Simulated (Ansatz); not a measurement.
## K₂Au₃ in Ansatz, vacancy hop by nudged elastic band

The input file (Ansatz 0.2.0, plane waves):

```yaml
crystal:
  lattice:
    - [0.0, 11.035748, 0.0]
    - [9.701604, 0.0, 0.0]
    - [2.425401, 2.758937, -4.977171]
  atoms:
    - { symbol: Au, position: [0.00075358, 0.0012114, -0.00304896] }
    - { symbol: Au, position: [0.1257479, 0.24760402, 0.00203733] }
    - { symbol: Au, position: [0.37042122, 0.25121367, -0.00331405] }
    - { symbol: K, position: [0.34689787, 0.09910797, 0.60894812] }
    - { symbol: K, position: [0.15096155, 0.39917184, 0.39482052] }
    - { symbol: Au, position: [-0.00327633, 0.50297521, 0.00314295] }
    - { symbol: Au, position: [0.12522714, 0.74811853, 4.573e-05] }
    - { symbol: Au, position: [0.37201577, 0.74850941, 0.00385544] }
    - { symbol: K, position: [0.3462873, 0.59808008, 0.60319088] }
    - { symbol: K, position: [0.1492841, 0.90374615, 0.39210111] }
    - { symbol: Au, position: [0.49689979, 0.00267462, 0.00323087] }
    - { symbol: Au, position: [0.6252245, 0.24800117, 0.00039698] }
    - { symbol: Au, position: [0.87346497, 0.25180137, -0.00116007] }
    - { symbol: K, position: [0.84732822, 0.09443462, 0.60608206] }
    - { symbol: K, position: [0.65158855, 0.40013516, 0.40160106] }
    - { symbol: Au, position: [0.5037196, 0.50123949, -0.00796475] }
    - { symbol: Au, position: [0.87601604, 0.7493256, -0.00305513] }
    - { symbol: K, position: [0.84472254, 0.59916599, 0.6053172] }
    - { symbol: K, position: [0.65078504, 0.90394492, 0.39479267] }
kpoints:
  mp_grid: { grid: [2, 2, 3] }
magnetization:
  spin_polarized: false
scf:
  occupations: { method: gaussian, width: 0.1 }
hamiltonian:
  pseudopotentials: { kind: paw }
  xc: lda
basis:
  ecutwfc: 420
neb:
  images: 3
  relax_end_points: true
  climbing: true
  f_tol: 0.05
  max_iterations: 40
  order_check: false
  final_atoms:
    - { symbol: Au, position: [0.00075358, 0.0012114, -0.00304896] }
    - { symbol: Au, position: [0.1257479, 0.24760402, 0.00203733] }
    - { symbol: Au, position: [0.37042122, 0.25121367, -0.00331405] }
    - { symbol: K, position: [0.34689787, 0.09910797, 0.60894812] }
    - { symbol: K, position: [0.15096155, 0.39917184, 0.39482052] }
    - { symbol: Au, position: [-0.00327633, 0.50297521, 0.00314295] }
    - { symbol: Au, position: [0.12522714, 0.74811853, 4.573e-05] }
    - { symbol: Au, position: [0.37201577, 0.74850941, 0.00385544] }
    - { symbol: K, position: [0.3462873, 0.59808008, 0.60319088] }
    - { symbol: K, position: [0.1492841, 0.90374615, 0.39210111] }
    - { symbol: Au, position: [0.49689979, 0.00267462, 0.00323087] }
    - { symbol: Au, position: [0.6252245, 0.24800117, 0.00039698] }
    - { symbol: Au, position: [0.87346497, 0.25180137, -0.00116007] }
    - { symbol: K, position: [0.84732822, 0.09443462, 0.60608206] }
    - { symbol: K, position: [0.65158855, 0.40013516, 0.40160106] }
    - { symbol: Au, position: [0.5037196, 0.50123949, -0.00796475] }
    - { symbol: Au, position: [0.62726575, 0.74921208, -2.235e-05] }
    - { symbol: K, position: [0.84472254, 0.59916599, 0.6053172] }
    - { symbol: K, position: [0.65078504, 0.90394492, 0.39479267] }
```

Launch command:

```bash
ansatz run input.yaml --threads 4 --pin off --max-ram 8192MiB --backend cpu --events-out ev --progress --plain --runs-dir out
```

Origin of the cell: a database entry, scaled a little.

The cell is 2×2×1 cells of K2Au3 with one Au taken out; atom 17 (Au) hops into the empty site, 2.74 Å away before the end points are relaxed. All atoms were shaken by about 0.02 Å first.

Output (shortened):

```
SCF iter   1: F=—  HF=-153488.608013 eV  Δρ=6.59e-3  dr2=2.88e-1  defer=36
SCF iter   2: F=—  HF=-153488.581976 eV  Δρ=5.12e-3  dr2=1.62e-1  defer=165
SCF iter   3: F=—  HF=-153488.540830 eV  Δρ=1.42e-3  dr2=1.52e-2  defer=165
[… 3 lines left out …]
SCF iter   7: F=—  HF=-153488.537392 eV  Δρ=1.08e-5  dr2=6.99e-7  defer=39
SCF iter   8: F=—  HF=-153488.537392 eV  Δρ=3.76e-6  dr2=1.15e-7
SCF iter   9: F=-153488.537392 eV  HF=-153488.537392 eV  Δρ=1.19e-6  dr2=1.10e-8
NEB iter   1: max|band force component| = 7.113e-1 eV/Å  barrier→ = 1.1860 eV  barrier← = 1.1860 eV  Δτ_max = 0.1318 Å  (45 SCF iters)
NEB iter   2: max|band force component| = 2.128e-1 eV/Å  barrier→ = 1.0086 eV  barrier← = 1.0085 eV  CI = image 2  Δτ_max = 0.1221 Å  (24 SCF iters)
NEB iter   3: max|band force component| = 1.506e-1 eV/Å  barrier→ = 0.9615 eV  barrier← = 0.9615 eV  CI = image 2  Δτ_max = 0.0649 Å  (24 SCF iters)
NEB iter   4: max|band force component| = 1.082e-1 eV/Å  barrier→ = 0.9547 eV  barrier← = 0.9547 eV  CI = image 2  Δτ_max = 0.0181 Å  (21 SCF iters)
NEB iter   5: max|band force component| = 1.942e-2 eV/Å  barrier→ = 0.9533 eV  barrier← = 0.9533 eV  CI = image 2  Δτ_max = 0.0000 Å  (20 SCF iters)
--- NEB band (5 images, 5 band iterations, 134 SCF iterations, 114 more in tests of the images' electronic states and relaxations of end points) ---
  forward barrier  = 0.953300 eV
  backward barrier = 0.953279 eV
  lagrangian_above_aufbau_ev (what the smearing adds, to first order; not taken off the barriers): saddle image -0.013180 eV, end points -0.017752 and -0.017846 eV
  climbing image's point = of an order that was not read
  energies are F+E_penalty+E_count in eV, relative to image 0
  image     s (Å)  Δ vs image 0  max|band force component| (eV/Å)
      0    0.0000      0.000000                                 —
      1    0.9700      0.444596                          1.637e-2
  *   2    1.9400      0.953300                          1.942e-2
      3    2.9095      0.445134                          1.676e-2
      4    3.8792      0.000022                                 —
```

The converged band:

| image | path over all atoms (Å) | ΔF (eV) | Au x | y | z (Å) |
| --- | --- | --- | --- | --- | --- |
| 0 | 0.00 | 0.000 | 7.28 | 9.97 | -0.07 |
| 1 | 0.97 | 0.445 | 7.28 | 9.23 | -0.01 |
| 2 | 1.94 | 0.953 | 7.28 | 8.27 | 0.00 |
| 3 | 2.91 | 0.445 | 7.28 | 7.30 | 0.01 |
| 4 | 3.88 | 0.000 | 7.28 | 6.56 | 0.07 |

Highest image (2), forces in eV/Å:

```xyz
19
Lattice="0.000 11.036 0.000 9.702 0.000 0.000 2.425 2.759 -4.977" Properties=species:S:1:pos:R:3:forces:R:3 pbc="T T T" image=2
Au   -0.005    0.076   -0.033    0.000    0.006   -0.003
Au    2.430    1.402   -0.010   -0.002    0.008   -0.007
Au    2.421    4.093    0.009    0.002   -0.008    0.007
K     2.410    5.485   -3.044    0.001    0.000   -0.004
K     4.868    2.768   -1.934   -0.001    0.000    0.004
Au    4.859    0.086    0.052    0.002    0.000   -0.002
Au    7.275    1.362   -0.007    0.002    0.001    0.006
Au    7.278    4.133    0.006   -0.001   -0.001   -0.006
K     7.287    5.600   -2.888    0.001   -0.003   -0.002
K     9.691    2.655   -2.089   -0.001    0.003    0.002
Au   -0.008    5.409   -0.051   -0.002    0.000    0.002
Au    2.414    6.888    0.007    0.000   -0.003   -0.019
Au    2.437    9.643   -0.008    0.000    0.003    0.019
K     2.508   11.053   -3.076   -0.003    0.002   -0.001
K     4.768    8.238   -1.902    0.003   -0.003    0.001
Au    4.857    5.418    0.030    0.000   -0.006    0.003
Au    7.278    8.265   -0.003    0.000    0.000    0.000
K     7.195   10.913   -2.915    0.002    0.000   -0.002
K     9.787    8.375   -2.065   -0.002    0.001    0.002
```

Barrier of this path: 0.95 eV forwards, 0.95 eV backwards, after 5 band iterations.

Caveats: no moments, though an odd count or open d shells may carry them; no spin-orbit coupling, though heavy elements are present; the k mesh is coarse if the cell is a metal; a small cell with a neutral vacancy and no spin, whose shape can make like sites unlike; the cell is held at a rescaled volume, and strain moves barriers; the hop was drawn among near neighbours and need not be the easiest path; few images and a loose tolerance, and neither the top nor the ends were tested for their order.

The run took 12 min on 4 threads of Arm Neoverse V1, on a shared host, peak memory 3.3 GiB, from the program's own first density.
